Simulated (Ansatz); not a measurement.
An Ansatz input:

```yaml
crystal:
  lattice:
    - [3.0140613111, 0.0, 0.0]
    - [-1.5070306555, 2.610253664, 0.0]
    - [0.0, 0.0, 4.5970931335]
  atoms:
    - { symbol: As, position: [0.3333333333, 0.6666666667, 0.25] }
    - { symbol: As, position: [0.6666666667, 0.3333333333, 0.75] }
hamiltonian:
  xc: lda
  pseudopotentials:
    kind: paw_fr
    azcp:
      As: "pseudopotentials/As.paw.azcp"
basis:
  ecutwfc: 420
  fft_grid_basis: typed
kpoints:
  mp_grid: { grid: [12, 12, 7], shift: [0, 0, 0] }
magnetization:
  noncollinear: true
  spin_orbit: true
scf:
  occupations: { method: fermi_dirac, width: 0.1 }
```

Output

```
Warning: the record states the generating functional pbe (its physics header spells it `PBE`), which answers neither for hamiltonian.xc's functional nor for the lda family's — results may be inconsistent (PPs are generated against a specific XC)
Engine: ansatz 0.2.0, aarch64-unknown-linux-gnu
Pseudopotentials: kind: paw_fr
Pseudopotential: As, paw_fr, valence charge 15, recommended cutoff 420 eV (normal) 
Functional definition: SPW92
  exchange = slater_x
  correlation = pw_c
non-collinear run that drives no moment, with spin-orbit: no starting moment large enough to seed its density (crystal.atoms[].spin), no starting occupations that ask for one, no magnetisation constraint and no magnetic field, so the semilocal B_xc is pinned to zero
Crystal: 2 atoms, lattice volume = 36.167 Å³
Basis set: ecut = 420 eV, 711 PW (Γ)
Bands: 38, of which v1, the nominal top of the filled ones, is band 30 counted from 1 (29 counted from 0)
Symmetry: 24 space group operations + 24 with time reversal
Magnetic group: BNS 194.264 (UNI 1494), of the structure as read, at distance tolerance 3.3e-5 Å
k-points: 76 of 1008
Projection manifold: j_resolved (fully-relativistic pseudo-atomic orbitals)
Non-local potential: As, projectors of the file, l = 0: 2, l = 1: 4, l = 2: 6, l = 3: 2
PAW form: soft (Blöchl's): semilocal exchange-correlation on the pseudo side does not see the compensation charge
PAW frozen core: As, regenerated for the run's functional, and the local potential with it (the file was generated under x = pbe(κ = 0.804, μ = 0.2195149727645171), c = pbe(β = 0.06672455060314922))
PAW one-centre angular grid: As, 590 points (default); XC on 64 Gauss nodes
Initial density: superposition of atomic densities (chi_scale 0.1, normalization cell)
Initial wavefunctions: pseudopotential atomic-orbital guess
Functional: x = slater, c = lda
SCF iter   1: F=—  HF=-9546.690008 eV  |F-HF|=—  |Δ(HF+E_count)|=         —  Δρ=6.68e-3  dr2=1.36e-2  dr2_m=0.00e0 (ungated)  ethr=3.10e-3  |M|=0.00e0 ∫|m|=0.00e0 μB  |m|>n=0.0e0 m-floor=0.0e0 τ_xc=0.0e0  β_m=0.30  ⟨swp⟩=7.5  Hψ=6546  notcnv=0  defer=4
SCF iter   2: F=—  HF=-9546.688472 eV  |F-HF|=—  |Δ(HF+E_count)|=   1.54e-3  Δρ=5.41e-3  dr2=9.25e-3  dr2_m=0.00e0 (ungated)  ethr=4.55e-5  |M|=0.00e0 ∫|m|=0.00e0 μB  |m|>n=0.0e0 m-floor=0.0e0 τ_xc=0.0e0  β_m=0.55  ⟨swp⟩=1.0  Hψ=1751  notcnv=0  defer=8
SCF iter   3: F=—  HF=-9546.686155 eV  |F-HF|=—  |Δ(HF+E_count)|=   2.32e-3  Δρ=6.18e-4  dr2=7.44e-5  dr2_m=0.00e0 (ungated)  ethr=3.08e-5  |M|=0.00e0 ∫|m|=0.00e0 μB  |m|>n=0.0e0 m-floor=0.0e0 τ_xc=0.0e0  β_m=0.74  ⟨swp⟩=2.9  Hψ=2693  notcnv=0  defer=8
SCF iter   4: F=—  HF=-9546.686030 eV  |F-HF|=—  |Δ(HF+E_count)|=   1.25e-4  Δρ=2.28e-4  dr2=1.70e-5  dr2_m=0.00e0 (ungated)  ethr=2.48e-7  |M|=0.00e0 ∫|m|=0.00e0 μB  |m|>n=0.0e0 m-floor=0.0e0 τ_xc=0.0e0  β_m=0.65  ⟨swp⟩=2.0  Hψ=2544  notcnv=0  defer=8
SCF iter   5: F=—  HF=-9546.686003 eV  |F-HF|=—  |Δ(HF+E_count)|=   2.70e-5  Δρ=7.04e-5  dr2=1.24e-6  dr2_m=0.00e0 (ungated)  ethr=5.67e-8  |M|=0.00e0 ∫|m|=0.00e0 μB  |m|>n=0.0e0 m-floor=0.0e0 τ_xc=0.0e0  β_m=0.83  ⟨swp⟩=2.0  Hψ=2544  notcnv=0  defer=8
SCF iter   6: F=-9546.686002 eV  HF=-9546.686002 eV  |F-HF|=1.87e-9  |Δ(HF+E_count)|=   7.05e-7  Δρ=4.11e-6  dr2=3.35e-9  dr2_m=0.00e0 (ungated)  ethr=3.33e-10  |M|=0.00e0 ∫|m|=0.00e0 μB  |m|>n=0.0e0 m-floor=0.0e0 τ_xc=0.0e0  ⟨swp⟩=1.0  Hψ=4304  notcnv=0
SCF 1 converged in 6 iterations: F = -9546.686002 eV  dr2 = 3.35e-9
SCF converged after 6 iterations
Magnetization: |M| = 0.0000 μB,  M = (+0.0000, +0.0000, +0.0000) μB
Absolute magnetization: 0.0000 μB (∫|m|)
  site 0: m = (+0.0000, +0.0000, +0.0000) μB, |m| = 0.0000 μB  (R = 1.19 Å)
  site 1: m = (+0.0000, +0.0000, +0.0000) μB, |m| = 0.0000 μB  (R = 1.19 Å)
Free energy (F): -9546.686002 eV
Harris-Foulkes:  -9546.686002 eV  (|F-HF|=1.87e-9)
Internal energy: -9546.653072 eV  (E = F + TS)
E sigma→0 (E₀):  -9546.669537 eV
Entropy (-TS):   -0.032930 eV (-16.465 meV/atom)
Fermi energy:    13.087899 eV
--- Per-component energies (eV) ---
  E_band       = -396.732284
  E_kinetic    = 207.129737
  E_local      = -2829.157485  (includes V_loc(G=0)·N_el)
  E_nonlocal   = -1330.992547
  E_hartree    = 1629.915752
  E_xc         = -159.255319
  E_vxc        = -160.672177  (∫ρ·V_xc dr)
  E_paw        = -3505.702641  (= ΣΔE_a)
  E_vpaw       = 457.130857  (= ΣTr[D̂ρ^β])
  E_aug_tail   = 0.000019  (compensation charges beyond the density's cutoff)
  E_ewald      = -3562.753562
  E_core_change = 4.162974  (= ΣΔE_core)
  E_smearing   = -0.032930  (= −TS)
  E_closure    = -0.000000  (closes the sum)
  Σ components = -9546.686002   (vs F -9546.686002, Δ=0.00e0)
```
